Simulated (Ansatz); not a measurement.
Starting cell, HgTe (zinc blende):

```yaml
crystal:
  lattice:
    - [0.00000, 3.32535, 3.32535]
    - [3.32535, 0.00000, 3.32535]
    - [3.32535, 3.32535, 0.00000]
  atoms:
    - { symbol: Te, position: [0.75000, 0.75000, 0.75000] }
    - { symbol: Hg, position: [0.00000, 0.00000, 0.00000] }
```

In this cell atom 1 (Te, nearest neighbour Hg at 2.880 Å; its periodic images, 4.7 Å or more away, move with it) is moved by u·(0.707, 0.707, 0.000) + v·(0.000, 0.000, 1.000); the rest is frozen.

Calculation: PBE (plane waves to 420 eV, PAW, scalar-relativistic; Ansatz, a quantum-chemistry and plane-wave program). k mesh 10×10×10 (Γ-centred), Fermi-Dirac smearing 0.05 eV. Energies are smeared free energies. With partly filled bands, energies and forces of such displacements shift with the k mesh and the smearing. Fu and Fv are the components of the force on the atom. At this level the bands of HgTe touch or barely overlap. HgTe was relaxed with its symmetry unable to fall. Spin-orbit coupling is left out, though Hg and Te are heavy. The PAW data are Ansatz's earlier set. The relaxed volume of HgTe is well above the measured one; the method has no dispersion term. ΔE is measured from the undisplaced structure. Axes are in Å.

ΔE (eV/cell), with u across and v down:

```tsv
v \ u	-0.430	-0.287	-0.143	0.000	0.143	0.287	0.430
-0.430	0.258	0.244	0.239	0.238	0.239	0.244	0.258
-0.287	0.189	0.138	0.114	0.107	0.114	0.138	0.189
-0.143	0.197	0.094	0.042	0.027	0.042	0.094	0.197
0.000	0.305	0.121	0.028	0.000	0.028	0.121	0.305
0.143	0.529	0.231	0.075	0.027	0.075	0.231	0.529
0.287	0.884	0.425	0.183	0.107	0.183	0.425	0.884
0.430	1.379	0.705	0.349	0.238	0.349	0.705	1.379
```

Fu (eV/Å), with u across and v down:

```
v \ u   -0.430  -0.287  -0.143  0.000  0.143  0.287  0.430
------  ------  ------  ------  -----  -----  -----  -----
-0.430    0.14    0.06    0.02   0.00  -0.02  -0.06  -0.14
-0.287    0.47    0.25    0.10   0.00  -0.10  -0.25  -0.47
-0.143    0.96    0.52    0.22   0.00  -0.22  -0.52  -0.96
0.000     1.67    0.93    0.40   0.00  -0.40  -0.93  -1.67
0.143     2.70    1.53    0.68   0.00  -0.68  -1.53  -2.70
0.287     4.14    2.37    1.07   0.00  -1.07  -2.37  -4.14
0.430     6.08    3.48    1.57   0.00  -1.57  -3.48  -6.08
```

What the scan shows:

Principal force constants in the plane (five-point differences of the forces): 2.7 eV/Å², isotropic. Centre of the map: a minimum. Lowest place on the grid: u = 0.000 Å, v = 0.000 Å (0 meV/cell). Highest place on the grid, met at several equal points: u = -0.430 Å, v = 0.430 Å; u = 0.430 Å, v = 0.430 Å (1379 meV/cell).

(For displaced atoms, the force is minus the slope of the energy, and its curvature is a force constant, which sets phonon frequencies.)
